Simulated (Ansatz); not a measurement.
GaSb (rock salt, space group No. 225) at seven volumes, plane-wave PAW PBEsol (Ansatz code), scaled uniformly. One row is withheld.

```json
[
 {"V (Å³/atom)": "21.023", "P (GPa)": "7.69"},
 {"V (Å³/atom)": "21.716", "P (GPa)": "4.66"},
 {"V (Å³/atom)": "22.409", "P (GPa)": "2.13"},
 {"V (Å³/atom)": "23.102", "P (GPa)": "0.00"},
 {"V (Å³/atom)": "23.795", "P (GPa)": "-1.75"},
 {"V (Å³/atom)": "24.488", "P (GPa)": "-3.25"},
 {"V (Å³/atom)": "25.181", "P (GPa)": "?"}
]
```

### Question
Fit the shown pressures and predict the withheld one.

### Answer
Third-order Birch–Murnaghan: P = (3/2)B₀(x^(7/2) − x^(5/2))[1 + (3/4)(B′ − 4)(x − 1)] with x = (V₀/V)^(2/3). Least squares on the six rows gives V₀ = 23.106 Å³/atom, B₀ = 64.45 GPa, B′ = 4.94. At V = 25.181, x = 0.9443 and P = -4.48 GPa. The run itself gave -4.51 GPa.

Space group Fm-3m (rock salt). The start of the workflow was typed in or built on a structure type; neither database checked (COD, Materials Project) lists it. It is not the phase usual at ambient conditions (space group No. 216). Symmetry was held in the PBEsol relaxation; its stability against distortions is not shown here. Scalar-relativistic: spin–orbit coupling is off unless named, which matters more the heavier the elements.

Potentials: the earlier of the program's two PAW sets. The files were generated under PBE; for other functionals the program regenerates the frozen cores, and for LDA and PBEsol the local potential too.
